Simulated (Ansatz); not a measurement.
The elements of this relaxed trial crystal are hidden behind letters.

```
lattice vectors (Å)
   6.5307    0.0000    0.0000
  -3.2654    5.6558    0.0000
   0.0000    0.0000    4.9664
fractional positions
X 0.3333 0.6667 0.5000
X 0.6667 0.3333 0.5000
Z 0.3458 0.0000 0.1454
Z 0.0000 0.3458 0.1454
Z 0.6542 0.6542 0.1454
Z 0.0000 0.6542 0.8546
Z 0.6542 0.0000 0.8546
Z 0.3458 0.3458 0.8546
```

These are results of Ansatz 0.2.0, DFT PBE, scalar-relativistic, plane waves, PAW, not measurements. Settings of the last relaxation (8-atom cell): 420 eV, 6×6×8 k points, Gaussian smearing of 0.10 eV, no spin polarisation.

| Item | Value |
| --- | --- |
| Space group | P-31m (No. 162) |
| Conventional cell | a = 6.531 Å, c = 4.966 Å |
| Volume per atom | 22.93 Å³ |
| Density | 5.33 g/cm³ |
| Formation energy | +0.06 eV/atom |
| Gap on the 6×6×8 mesh of the 8-atom cell | 0 eV (a metal) |

Energies are uncorrected and count from the elements' standard states at the same level.

Problem. X is a p-block element of period 4 and Z is a p-block element of period 4. Which elements are they?

Solution. X = Ga, Z = As, so the formula is GaAs3. Density times volume gives a mean mass of 5.33 × 22.93/1.6605 = 73.6 u per atom, and this set has 73.6 u. Among the elements that the hints allow, noble gases aside, only these give it. Around Ga lie 6 As at 2.77 Å; As has 1 As at 2.48 Å, 2 As at 2.68 Å and 2 Ga at 2.77 Å.

A structure relaxed within its symmetry needn't be a true minimum.
